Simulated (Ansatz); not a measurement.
La2O3 (La2O3 or Ni2Al3 type, space group No. 164), DFT-LDA in the program Ansatz with PAW potentials. The conduction-band minimum lies at K, with 2 equivalent valleys. Second derivatives d²E/dk² of the lowest band at one valley (eV·Å²), along Cartesian directions:

| direction | d²E/dk² |
|---|---|
| [100] | 5.852 |
| [010] | 5.853 |
| [001] | 5.926 |
| [110] | 5.851 |
| [101] | 5.892 |
| [011] | 5.892 |

Q: Find the principal effective masses, the density-of-states mass and the conductivity mass.

A: Off-diagonal terms follow from H_xy = H[110] − (H_xx + H_yy)/2, and m*/mₑ = 7.620 eV·Å² over each eigenvalue: 1.3, 1.3, 1.3. One valley's DOS mass (m₁m₂m₃)^(1/3) = 1.3, conductivity mass 3/(Σ 1/mᵢ) = 1.3 mₑ.

Q: What effective density of states Nc follows at 300 K for parabolic valleys?

A: Nc = 2.509e19 × 2 × (1.3)^(3/2) ≈ 7.4e19 cm⁻³.

Q: With the computed static dielectric constant 24.3 (mean of the diagonal), estimate a hydrogenic donor's binding energy and radius.

A: E = 13.606 eV × 1.3/24.3² ≈ 30 meV; a = 0.529 Å × ε/m* ≈ 9.9 Å. Semilocal masses tend to be too small when the gap is underestimated.

Space group P-3m1 (La2O3 or Ni2Al3 type). Symmetry was held in the LDA relaxation. Scalar-relativistic: spin–orbit coupling is off unless named, which matters more the heavier the elements.

Potentials: the earlier of the program's two PAW sets. The files were generated under PBE; for other functionals the program regenerates the frozen cores, and for LDA and PBEsol the local potential too.
